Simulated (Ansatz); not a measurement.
**Relaxing a structure of Te**

The start is a generated cell, Te placed in the A7 structure type. The structure is fully relaxed (lattice and positions, P = 0) with PBEsol (plane waves to 420 eV, PAW, scalar-relativistic; Ansatz, an electronic-structure program). The first steps use a coarse 7×7×7 k-mesh.

The start:
```
Te
1.0
    2.06174     1.19034     3.82324
   -2.06174     1.19034     3.82324
    0.00000    -2.38069     3.82324
Te
2
Direct
  0.22754   0.22754   0.22754
  0.77246   0.77246   0.77246
```

| Item | Value |
|---|---|
| Initial pressure | +16 GPa (positive: the cell is compressed) |
| Outcome | The space group stays R-3m (No. 166) (the run could not lower it), with 1 atom in the primitive cell |
| Volume change | +10.8 %, from 28.15 to 31.20 Å³/atom |
| Shortest distances (start → end) | The closest pairs of elements (up to four, under 3.6 Å), start → end: Te–Te 2.76 → 3.15 Å |
| Band gap at the end | zero (metallic) |
| Optimiser moves | 12 |

The end point of the relaxation:

Space group R-3m, hexagonal axes (No. 166); a = 4.4978 Å, b = 4.4978 Å, c = 5.3423 Å, α = 90.00°, β = 90.00°, γ = 120.00°

| atom | site | symmetry | x | y | z |
|---|---|---|---|---|---|
| Te | 3b | -3m | 0.0000 | 0.0000 | 0.5000 |
(The calculation used a cell of 1 atom; values per cell refer to that cell.)

Final values are on a 15×15×15 k-mesh of the relaxed cell. No spin polarisation in the result.

The run could not lose the symmetry of its start, so the end can be a saddle point.

The relaxed structure here is a generated cell of Te: the first start was made by placing the elements on the sites of a structure type, and the end was not matched to a known phase here, so it may be hypothetical. Known forms of Te include space group No. 152.
